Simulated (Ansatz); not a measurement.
**Property card for SrGeO₃**

SrGeO3:
```xyz
15
Lattice="6.9043 0.0000 0.0000 -3.4522 5.9793 0.0000 0.0000 0.0000 5.7204" Properties=species:S:1:pos:R:3 pbc="T T T"
Sr    -1.1564     2.0029     2.8602
Sr     2.3127     0.0000     2.8602
Sr     2.2958     3.9765     2.8602
Ge     0.9375     1.6239     0.0000
Ge    -2.5146     4.3555     0.0000
Ge     5.0293     0.0000     0.0000
O      2.5959     4.4963     0.0000
O     -0.8562     1.4830     0.0000
O      1.7124     0.0000     0.0000
O      1.2526     2.1695     1.6083
O     -2.1996     3.8098     4.1121
O      4.3992     0.0000     1.6083
O      1.2526     2.1695     4.1121
O     -2.1996     3.8098     1.6083
O      4.3992     0.0000     4.1121
```

Space group P-62m (No. 189); conventional cell a = b = 6.9043 Å, c = 5.7204 Å, α = β = 90.00°, γ = 120.00°.

Method: plane-wave PAW PBEsol (Ansatz code). Geometry: relaxed at this level of theory. Other levels are named where they apply.

**Cell and energy**

```json
{
  "volume_per_atom": "15.74 Å³",
  "density": "4.39 g/cm³",
  "Formation energy from the elements (no fitted shifts)": "-215 kJ/mol of atoms"
}
```

**Electronic structure**

```json
{
 "band_gap": "3.01 eV (direct)",
 "valence_band_maximum": "at Γ",
 "conduction_band_minimum": "at Γ",
 "electron_effective_mass": "0.32, 0.43, 0.43 mₑ (principal values)",
 "Hole effective mass, band 1 of 2 at the edge": "3.7 along x, 1.4 along z (mₑ)",
 "Hole effective mass, band 2 of 2 at the edge": "2.6 along x, 1.4 along z (mₑ)"
}
```

**Mechanics**

```json
{
 "Bulk modulus (Birch–Murnaghan fit)": "54.6 GPa",
 "Pressure derivative B′": "3.9"
}
```

**Phonons**

```json
{
 "Highest zone-centre frequency (without LO–TO term)": "833 cm⁻¹",
 "zone_centre_stability": "unstable, softest mode 90i cm⁻¹"
}
```

The first step of the workflow began from a Materials Project structure, measured or hypothetical; the Crystallography Open Database copy checked does not list it. COD files the formula under space group No. 2, 15. Whether it is the stable phase at ambient conditions was not checked. Symmetry was held in the PBEsol relaxation. The references are the lowest solids computed at this level, not always the standard phases (solids in place of the gases). Scalar-relativistic: spin–orbit coupling is off unless named, which matters more the heavier the elements.

Potentials: the later of the program's two PAW sets.
